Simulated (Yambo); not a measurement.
Material: KOH (space group P2_1/c, No. 14); a = 5.647 Å, b = 3.968 Å, c = 7.852 Å, α = γ = 90.00°, β = 112.62° (12 atoms in the cell). The geometry is that of Materials Project entry mp-642817, symmetrised and not relaxed again.

With PBEsol (Quantum ESPRESSO, PseudoDojo norm-conserving, 84 Ry, no spin-orbit coupling), the gap between the mesh's edge points ((-0.5, 0, 0) → Γ) is 3.859 eV.

Question: By how much does one-shot G0W0 (Yambo; 2×4×2 Γ-centred k mesh, 179 bands and a 6 Ry block in the screening, 179 bands in G with the Bruneval-Gonze terminator, plasmon pole fitted at 27.2 eV) open this gap, and what gap results?

Answer: The correction is 2.533 eV, giving 6.392 eV, 1.7 times the PBEsol value.  Nearest settings tried, and what they do to the gap: 76 bands in G: +25 meV; 90 bands in W: +147 meV; 2×2×1 mesh: +25 meV. Not varied: block. So the settings aren't converged at that level.
